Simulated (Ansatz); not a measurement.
Consider the following.

PbSe (rock salt) is sheared across one {100} plane: the third cell vector gains the shift, so faults repeat every 9.3 Å. The cut lies between planes 3.11 Å apart; the cell height is held.

```yaml
crystal:
  lattice:
    - [4.39655, 0.00000, 0.00000]
    - [0.00000, 4.39655, 0.00000]
    - [2.19827, 2.19827, 9.32648]
  atoms:
    - { symbol: Se, position: [0.00000, 0.00000, 0.83333] }
    - { symbol: Se, position: [0.33333, 0.33333, 0.16667] }
    - { symbol: Se, position: [0.66667, 0.66667, 0.50000] }
    - { symbol: Pb, position: [0.50000, 0.50000, 0.83333] }
    - { symbol: Pb, position: [0.83333, 0.83333, 0.16667] }
    - { symbol: Pb, position: [0.16667, 0.16667, 0.50000] }
```

In-plane vectors a = (4.397, 0.000) Å, b = (0.000, 4.397) Å, area 19.33 Å². The shift is x·a + y·b, and the map repeats with period 1 in x and y. The shift is rigid: no atom relaxes. γ = [E(shift) − E(0)] / area.

The numbers are results of PBE (plane waves to 420 eV, PAW, scalar-relativistic; Ansatz, a first-principles code), not measurements. k mesh 7×7×7 (Γ-centred), Fermi-Dirac smearing 0.05 eV. E is the zero-smearing estimate. As the smearing reaches across the gap at some points, the k mesh leaves noise in γ, roughly 0.02 J/m² as judged from a few cases. Faults lie only 9.3 Å apart, and holding the cell height and the atoms raises γ above its relaxed value. PbSe was relaxed with its symmetry unable to fall. Spin-orbit coupling is left out, though Pb is heavy. The PAW data are Ansatz's earlier set. The zero of γ is zero shift.

The scan covers x from 0.000 to 0.833 in 6 points and y from 0.000 to 0.833 in 6 points.

Question: Where does the grid have local minima besides zero shift?

Answer: No grid point is one.

Question: Stepping between nearest grid points (4 neighbours each), what is the highest γ met on the easiest way from zero shift to the shift a?

Answer: 0.41 J/m².

Question: Which grid point, or set of equal points, is the highest, and at what γ?

Answer: x = 0.500, y = 0.500 (0.92 J/m²).

(The slope of γ gives the shear force per area between the displaced halves; near zero shift its curvature is an elastic stiffness.)
